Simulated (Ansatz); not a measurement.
KMnF3: how the SCF end depends on the start

System: KMnF3, an experimental structure (space group Pm-3m); the cell holds 5 atoms. Source: COD entry 2102561; it may be a high-temperature, high-pressure or metastable form.

```xyz
5
Lattice="4.1869 0.0000 0.0000 0.0000 4.1869 0.0000 0.0000 0.0000 4.1869" Properties=species:S:1:pos:R:3 pbc="T T T"
F     2.0934    0.0000    0.0000
F     0.0000    2.0934    0.0000
F     0.0000    0.0000    2.0934
K     2.0934    2.0934    2.0934
Mn    0.0000    0.0000    0.0000
```

Site labels below count the atoms in this order, from 1.

Computed with DFT, HSE06, PAW, plane waves, scalar-relativistic in Ansatz.

```json
{
 "Plane-wave cutoff": "420 eV",
 "k-point mesh": "3×3×3 (Γ-centred)",
 "Occupations": "Fermi–Dirac smearing, 0.1 eV",
 "Valence electrons": "45"
}
```

Moments by site are taken inside atomic spheres; the rest lies between them.

Pressures are approximate, as the exchange loop's threshold is loose for stress. With one magnetic atom in the cell its copies can only be parallel; orders in a larger cell may lie lower.

The mesh is coarse, so energy differences (and at times their sign) aren't converged.

The run was started with:
```sh
ansatz run input.yaml --threads 4 --pin off --max-ram 10240MiB --backend cpu --events-out ev --progress --plain --runs-dir out
```

Machine: 4 threads of Intel(R) Xeon(R) Processor @ 2.50GHz (Skylake/Cascade Lake) (shared host).

A plain SCF has the search for lower states switched off and ends at the first converged state. Under a hybrid the search levels only allow a further exchange loop from another filling of the frontier levels; the end state isn't tested for a lower one. Iterations are summed over the PBE start and the exchange cycles. Ends within 0.2 meV/atom and 0.1 μB count as one state.

```csv
start,iterations,wall time (s),final moments of Mn5 (μB),total (μB),gap (eV),pressure (GPa),F − F(lowest) (meV/atom)
"the moments in brackets, standard search level [Mn5 4.50 μB]",19,24,4.26,5.00,4.32,1.4,0.0
"the moments in brackets, symmetry off, plain SCF [Mn5 4.50 μB]",20,74,4.26,5.00,4.32,1.4,0.0
"usual moment, plain SCF [Mn5 4.50 μB]",20,24,4.26,5.00,4.32,1.4,0.0
"usual moment times 0.65, plain SCF [Mn5 2.93 μB]",21,24,4.26,5.00,4.32,1.4,0.0
"spin on, no moments given (the program may seed its own), plain SCF",23,23,4.26,5.00,4.32,1.4,0.0
"usual moment scaled by 0.1, plain SCF [Mn5 0.45 μB]",26,26,4.26,5.00,4.32,1.4,0.0
no spin polarisation,22,13,0.00,0.00,none,-9.0,1009
```

7 runs converged, to 2 different states. The lowest is spin-polarised, site moments Mn5 4.26 μB, total 5.00 μB per cell, a gap of 4.32 eV on the k-mesh; it was reached by 6 starts. Switching spin polarisation off costs 1009 meV/atom. A lower state, such as a non-collinear one or one in a larger cell, can't be excluded.
